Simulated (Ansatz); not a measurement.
WSe2: hydrostatic pressure series

These are results of DFT PBEsol+D3(BJ), scalar-relativistic, plane waves, PAW in Ansatz, not measurements. Settings: 420 eV cutoff, 12×12×2 k-mesh, Gaussian smearing of 0.02 eV, no spin polarisation.

Starting point, cell and atoms relaxed:

```yaml
crystal:
  lattice:
    - [3.24066, 0.00000, 0.00000]
    - [-1.62033, 2.80650, 0.00000]
    - [0.00000, 0.00000, 16.64068]
  atoms:
    - { symbol: W, position: [0.00000, 0.00000, 0.00000] }
    - { symbol: Se, position: [0.33333, 0.66667, 0.10101] }
    - { symbol: Se, position: [0.33333, 0.66667, 0.89899] }
```

Cell and atoms are relaxed at each pressure within the symmetry of the start, at zero temperature, so transitions that lower the symmetry aren't seen. The k-mesh given is that at zero pressure and may differ at others. a, b and c are the lengths of the cell vectors above. Gaps are Kohn–Sham gaps over the whole zone.

Spin-orbit coupling is left out, which matters for the bands and energies of heavy elements.

Pressures computed: 2, 5, 10, 20, 40 GPa.

At which pressure does the cell have a = 3.067, b = 3.067 and c = 6.352 Å?

About 20 GPa, where V/V0 = 0.342 and the gap is 0.61 eV.

This form isn't the usual stable structure of the compound.

Cost: 6 runs of about 2.8 core-minutes in all, on AMD EPYC 9R45 (Zen 5) (shared hosts).